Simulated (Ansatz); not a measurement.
## Is this Ge4MoW structure a true minimum?

The structure comes from a generated guess, relaxed at this level; another structure or a mixture of phases may lie lower.

Theory: DFT PBE, scalar-relativistic, plane waves, PAW (Ansatz 0.2.0). Plane waves to 420 eV, a k mesh through Γ of 12×6×6 on the computed 12-atom cell and Gaussian smearing (0.10 eV); no spin polarisation.

The cell below (12 atoms, space group Pmn2_1 (No. 31)) is relaxed within its symmetry.

```yaml
crystal:
  lattice:
    - [3.48154, 0.00000, 0.00000]
    - [0.00000, 6.41900, 0.00000]
    - [0.00000, 0.00000, 8.62121]
  atoms:
    - { symbol: Ge, position: [0.50000, 0.88612, 0.45937] }
    - { symbol: Ge, position: [0.00000, 0.11388, 0.95937] }
    - { symbol: Ge, position: [0.50000, 0.38406, 0.04125] }
    - { symbol: Ge, position: [0.00000, 0.61594, 0.54125] }
    - { symbol: Ge, position: [0.50000, 0.81204, 0.86686] }
    - { symbol: Ge, position: [0.00000, 0.18796, 0.36686] }
    - { symbol: Ge, position: [0.50000, 0.31205, 0.63208] }
    - { symbol: Ge, position: [0.00000, 0.68795, 0.13208] }
    - { symbol: Mo, position: [0.50000, 0.99962, 0.17096] }
    - { symbol: Mo, position: [0.00000, 0.00038, 0.67096] }
    - { symbol: W, position: [0.50000, 0.50022, 0.32948] }
    - { symbol: W, position: [0.00000, 0.49978, 0.82948] }
```

For the test it was strained at random (σ = 1.5 % a component), the atoms were moved at random (σ = 0.15 Å), and all was relaxed again on a coarse 6×4×4 mesh (in the run’s order of axes) with 0.20 eV smearing, with no symmetry imposed.

These runs have no spin–orbit coupling, which can matter for W.

**Question.** What happens?

**Answer.** It returns, within 1 meV/atom of the unmoved cell on that mesh and with the same symmetry when read at 0.1 Å. No instability shows in this cell; modes of other wave vectors, which need another repeat, aren't tested.
